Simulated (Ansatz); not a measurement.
Relaxed AlN (zinc blende):

```
AlN
1.0
    0.00000     2.20161     2.20161
    2.20161     0.00000     2.20161
    2.20161     2.20161     0.00000
N Al
1 1
Cartesian
  3.30241   3.30241   3.30241
  0.00000   0.00000   0.00000
```

In this cell atom 2 (Al, nearest neighbour N at 1.907 Å; its periodic images, 3.1 Å or more away, move with it) is moved by s along Cartesian [110], unit vector (0.707, 0.707, 0.000); all other atoms and the cell stay fixed.

Computed with PBE (plane waves to 420 eV, PAW, scalar-relativistic; Ansatz, a first-principles code). k mesh 10×10×10 (Γ-centred), Fermi-Dirac smearing 0.05 eV. E stands for the smeared free energy. F⊥ is the part of the force across the line. AlN was relaxed with its symmetry unable to fall. The zero of ΔE is the undisplaced structure.

**Question.** Give the computed ΔE (eV/cell) and |F⊥| (eV/Å) at s (Å) = -0.304, -0.228, -0.076, 0.076, 0.152, 0.228.

**Answer.** 
| s (Å) | ΔE (eV/cell) | |F⊥| (eV/Å) |
|---|---|---|
| -0.304 | 0.681 | 2.811 |
| -0.228 | 0.371 | 1.533 |
| -0.076 | 0.040 | 0.164 |
| 0.076 | 0.040 | 0.164 |
| 0.152 | 0.161 | 0.666 |
| 0.228 | 0.371 | 1.533 |

(A displaced cell: forces are minus the slopes of the energy, force constants its curvatures, and phonons follow from these.)
